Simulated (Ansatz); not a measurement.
Ru (diamond, Fd-3m) at seven volumes, plane-wave PAW PBEsol (Ansatz code), scaled uniformly. One row is withheld.

```json
[
 {"V (Å³/atom)": "17.819", "P (GPa)": "21.41"},
 {"V (Å³/atom)": "18.406", "P (GPa)": "13.03"},
 {"V (Å³/atom)": "18.994", "P (GPa)": "?"},
 {"V (Å³/atom)": "19.581", "P (GPa)": "-0.01"},
 {"V (Å³/atom)": "20.168", "P (GPa)": "-5.05"},
 {"V (Å³/atom)": "20.756", "P (GPa)": "-9.29"},
 {"V (Å³/atom)": "21.343", "P (GPa)": "-12.85"}
]
```

**Question.** Fit the shown pressures and predict the withheld one.

**Answer.** P = (3/2)B₀(x^(7/2) − x^(5/2))[1 + (3/4)(B′ − 4)(x − 1)] with x = (V₀/V)^(2/3). Least squares on the six rows gives V₀ = 19.579 Å³/atom, B₀ = 182 GPa, B′ = 4.67. At V = 18.994, x = 1.0204 and P = 5.93 GPa. The run itself gave 5.96 GPa.

The start of the workflow was typed in or built on a structure type; neither database checked (COD, Materials Project) lists it. It is not the phase usual at ambient conditions (space group No. 194). The PBEsol relaxation kept the symmetry of its start. At this level the phase is mechanically unstable. The workflow began spin-polarised and lost its moments.

Potentials: the later of the program's two PAW sets.
